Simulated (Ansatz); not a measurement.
Mo$_{2}$C:
Space group Pbcn (No. 60); a = 4.7075 Å, b = 6.0038 Å, c = 5.1771 Å, α = 90.00°, β = 90.00°, γ = 90.00°

| atom | site | symmetry | x | y | z |
|---|---|---|---|---|---|
| Mo | 8d | 1 | 0.2548 | 0.3782 | 0.0798 |
| C | 4c | .2. | 0.0000 | 0.6231 | 0.2500 |

Relaxed at zero pressure with plane-wave PAW PBEsol (Ansatz code).

Question: The volume is raised by 3 % and shape and atoms relax at that volume. What pressure results, and how do the axes share the change?

Answer: -8.7 GPa; a 0.9 %, b 1.0 %, c 1.0 %; the energy rises by 10 meV/atom.

Question: Give the new structure.

Answer: 
Space group Pbcn (No. 60); a = 4.7518 Å, b = 6.0659 Å, c = 5.2287 Å, α = 90.00°, β = 90.00°, γ = 90.00°

```tsv
atom	site	symmetry	x	y	z
Mo	8d	1	0.2531	0.3778	0.0799
C	4c	.2.	0.0000	0.6236	0.2500
```

The phase is kept; no other phase was compared at this pressure.

The first step of the workflow began from a Materials Project structure, measured or hypothetical; the Crystallography Open Database files this formula in space group No. 60, but the cells were not matched. Whether it is the stable phase at ambient conditions was not checked. The PBEsol relaxation kept the symmetry of its start; of distortions, only those at the zone centre were tested. The run is not spin-polarised.

Potentials: the later of the program's two PAW sets.
